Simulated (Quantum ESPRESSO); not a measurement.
Au3Ru3PtAl, input and log of a self-consistent run

Computed values, not a measurement. The program is pw.x of Quantum ESPRESSO 7.5 (plane-wave density functional theory). The cell is made up: eight metal atoms on a hexagonal close-packed lattice, with elements, volume, strain and displacements drawn at random and not relaxed, so it may be unstable or far from any real phase. PseudoDojo standard norm-conserving files set the functional (PBE unless stated); there is no spin polarisation or spin-orbit coupling, the Fermi-Dirac width of 0.25 eV means electrons at about 2900 K, and the masses in the input are unused placeholders. Heavy elements are run without spin-orbit coupling, which real alloys of them have. A spin test at this wide smearing found no moment, but such smearing suppresses magnetism that the real alloy may have.

Input:

```
&control calculation='scf', pseudo_dir='./dojo.nc.sr.pbe.v0_5.standard.upf', outdir='./o', disk_io='medium', tprnfor=.true., tstress=.true. /
&system ibrav=0, nat=8, ntyp=4, nbnd=76, ecutwfc=84.00895049, nosym=.true., tot_charge=0,
 occupations='smearing', smearing='fd', degauss=0.0183746611
/
&electrons conv_thr=1.470e-08, electron_maxstep=70, mixing_beta=0.5 /
ATOMIC_SPECIES
Al 1.0 Al.upf
Au 1.0 Au.upf
Pt 1.0 Pt.upf
Ru 1.0 Ru.upf
CELL_PARAMETERS angstrom
0.0433 4.9732 -0.0618
2.7637 -0.0341 4.5847
2.7787 0.0841 -4.5937
ATOMIC_POSITIONS angstrom
Au -0.0432 0.018 -0.0323
Au 2.7666 -0.0091 -0.0061
Ru 2.7231 1.7369 -2.2917
Ru 2.7263 1.6908 2.2193
Ru 1.3858 2.526 0.003
Pt 4.1628 2.5476 -0.0623
Au 1.4192 4.1997 -2.2925
Al 1.4064 4.1267 2.2387
K_POINTS automatic
5 5 5 1 1 1
```

The log is shortened where brackets say so; the opening notice, blank lines, dates and the lines on written files are dropped, and the path of the files is cut. It prints rydbergs, bohrs and kilobars, and counts compression as positive stress. Its total energy is the free energy E - TS of the whole cell.

```
     Program PWSCF v.7.5
     Parallel version (MPI & OpenMP), running on       1 processor cores
     Number of MPI processes:                 1
     Threads/MPI process:                     1
     [start-up lines left out]
     bravais-lattice index     =            0
     lattice parameter (alat)  =       9.3991  a.u.
     unit-cell volume          =     853.4199 (a.u.)^3
     number of atoms/cell      =            8
     number of atomic types    =            4
     number of electrons       =       126.00
     number of Kohn-Sham states=           76
     kinetic-energy cutoff     =      84.0090  Ry
     charge density cutoff     =     336.0358  Ry
     scf convergence threshold =      1.5E-08
     mixing beta               =       0.5000
     number of iterations used =            8  plain     mixing
     Exchange-correlation= PBE
                           (   1   4   3   4   0   0   0)
     [axes and pseudopotential details left out]
   Cartesian axes
     site n.     atom                  positions (alat units)
         1        Au     tau(   1) = (  -0.0086856   0.0036190  -0.0064941  )
         2        Au     tau(   2) = (   0.5562378  -0.0018296  -0.0012264  )
         3        Ru     tau(   3) = (   0.5474919   0.3492118  -0.4607569  )
         4        Ru     tau(   4) = (   0.5481352   0.3399432   0.4462005  )
         5        Ru     tau(   5) = (   0.2786215   0.5078640   0.0006032  )
         6        Pt     tau(   6) = (   0.8369502   0.5122068  -0.0125257  )
         7        Au     tau(   7) = (   0.2853367   0.8443691  -0.4609177  )
         8        Al     tau(   8) = (   0.2827632   0.8296922   0.4501010  )
     number of k points=    63  Fermi-Dirac smearing, width (Ry)=  0.0184
                       cart. coord. in units 2pi/alat
        k(    1) = (   0.1785950   0.0984759   0.0015601), wk =   0.0320000
        k(    2) = (   0.3579264   0.0955709  -0.1065642), wk =   0.0320000
     [further k points left out]
     Dense  grid:    88847 G-vectors     FFT dimensions: (  60,  60,  60)
     Estimated max dynamical RAM per process >     169.95 MB
     Initial potential from superposition of free atoms
     starting charge     125.9947, renormalised to     126.0000
     Starting wfcs are   74 randomized atomic wfcs +    2 random wfcs
     total cpu time spent up to now is       29.3 secs
     per-process dynamical memory:    88.0 Mb
     Self-consistent Calculation
     iteration #  1     ecut=    84.01 Ry     beta= 0.50
     Davidson diagonalization with overlap
     ethr =  1.00E-02,  avg # of iterations =  3.0
     total cpu time spent up to now is      107.3 secs
     total energy              =   -1760.85958814 Ry
     estimated scf accuracy    <       1.46864157 Ry
     iteration #  2     ecut=    84.01 Ry     beta= 0.50
     Davidson diagonalization with overlap
     ethr =  1.17E-03,  avg # of iterations =  2.3
     total cpu time spent up to now is      189.9 secs
     total energy              =   -1760.70016272 Ry
     estimated scf accuracy    <       5.34735007 Ry
     iteration #  3     ecut=    84.01 Ry     beta= 0.50
     Davidson diagonalization with overlap
     ethr =  1.17E-03,  avg # of iterations =  2.0
     total cpu time spent up to now is      266.8 secs
     total energy              =   -1761.03602155 Ry
     estimated scf accuracy    <       4.75655981 Ry
     iteration #  4     ecut=    84.01 Ry     beta= 0.50
     Davidson diagonalization with overlap
     ethr =  1.17E-03,  avg # of iterations =  2.0
     total cpu time spent up to now is      328.0 secs
     total energy              =   -1761.37094239 Ry
     estimated scf accuracy    <       1.33104592 Ry
     iteration #  5     ecut=    84.01 Ry     beta= 0.50
     Davidson diagonalization with overlap
     ethr =  1.06E-03,  avg # of iterations =  1.0
     total cpu time spent up to now is      397.9 secs
     total energy              =   -1761.45214521 Ry
     estimated scf accuracy    <       0.28142877 Ry
     [iterations 6 to 10 left out]
     iteration # 11     ecut=    84.01 Ry     beta= 0.50
     Davidson diagonalization with overlap
     ethr =  2.86E-08,  avg # of iterations =  2.0
     total cpu time spent up to now is      753.8 secs
     total energy              =   -1761.48394010 Ry
     estimated scf accuracy    <       0.00000268 Ry
     iteration # 12     ecut=    84.01 Ry     beta= 0.50
     Davidson diagonalization with overlap
     ethr =  2.13E-09,  avg # of iterations =  2.0
     total cpu time spent up to now is      801.3 secs
     total energy              =   -1761.48394053 Ry
     estimated scf accuracy    <       0.00000080 Ry
     iteration # 13     ecut=    84.01 Ry     beta= 0.50
     Davidson diagonalization with overlap
     ethr =  6.32E-10,  avg # of iterations =  1.9
     total cpu time spent up to now is      862.3 secs
     total energy              =   -1761.48394061 Ry
     estimated scf accuracy    <       0.00000004 Ry
     iteration # 14     ecut=    84.01 Ry     beta= 0.50
     Davidson diagonalization with overlap
     ethr =  2.85E-11,  avg # of iterations =  2.0
     total cpu time spent up to now is      934.1 secs
     total energy              =   -1761.48394061 Ry
     estimated scf accuracy    <       0.00000012 Ry
     iteration # 15     ecut=    84.01 Ry     beta= 0.50
     Davidson diagonalization with overlap
     ethr =  2.85E-11,  avg # of iterations =  2.0
     total cpu time spent up to now is      997.7 secs
     End of self-consistent calculation
     [lines on levels left out]
!    total energy              =   -1761.48394061 Ry
     estimated scf accuracy    <       0.00000001 Ry
     smearing contrib. (-TS)   =      -0.12548276 Ry
     internal energy E=F+TS    =   -1761.35845785 Ry
     The total energy is F=E-TS. E is the sum of the following terms:
     one-electron contribution =    -530.48042905 Ry
     hartree contribution      =     338.77440985 Ry
     xc contribution           =    -308.33836744 Ry
     ewald contribution        =   -1261.31407121 Ry
     convergence has been achieved in  15 iterations
     Forces acting on atoms (cartesian axes, Ry/au):
     atom    1 type  2   force =     0.01340516    0.02006621    0.01618322
     atom    2 type  2   force =    -0.01493251    0.02942602    0.00918696
     atom    3 type  4   force =     0.02072025    0.01139487   -0.00551707
     atom    4 type  4   force =    -0.01131905    0.01788276    0.00732964
     atom    5 type  4   force =    -0.00278048   -0.02600342    0.01643140
     atom    6 type  3   force =    -0.00110421   -0.02923096   -0.01542198
     atom    7 type  2   force =    -0.00213721   -0.01587120   -0.02428907
     atom    8 type  1   force =    -0.00185195   -0.00766428   -0.00390310
     Total force =     0.077974     Total SCF correction =     0.000256
     Computing stress (Cartesian axis) and pressure
          total   stress  (Ry/bohr**3)                   (kbar)     P=      -12.42
   0.00003576  -0.00006420   0.00002197            5.26       -9.44        3.23
  -0.00006420  -0.00019212   0.00013274           -9.44      -28.26       19.53
   0.00002197   0.00013274  -0.00009693            3.23       19.53      -14.26
     init_run     :     25.67s CPU     29.19s WALL (       1 calls)
     electrons    :    942.01s CPU    968.45s WALL (       1 calls)
     forces       :      9.93s CPU     10.02s WALL (       1 calls)
     stress       :     36.62s CPU     36.77s WALL (       1 calls)
     [timing details left out]
     PWSCF        :  16m54.52s CPU  17m25.07s WALL
     JOB DONE.
```

In other units: free energy -23966.210 eV for the cell, pressure -1.24 GPa, largest force component 0.757 eV/Å in size. The run took 1047 s of wall time with one process on a shared machine (AMD EPYC, Zen 5, virtual cores), so the time is rough. A rerun of this cell at a higher cutoff and on a denser mesh moved values by no more than 0.008 eV in energy, 0.05 GPa in stress and 0.013 eV/Å in force, and a second program with other atomic files agreed on that cell to 2 % rms in force and 0.5 GPa in pressure.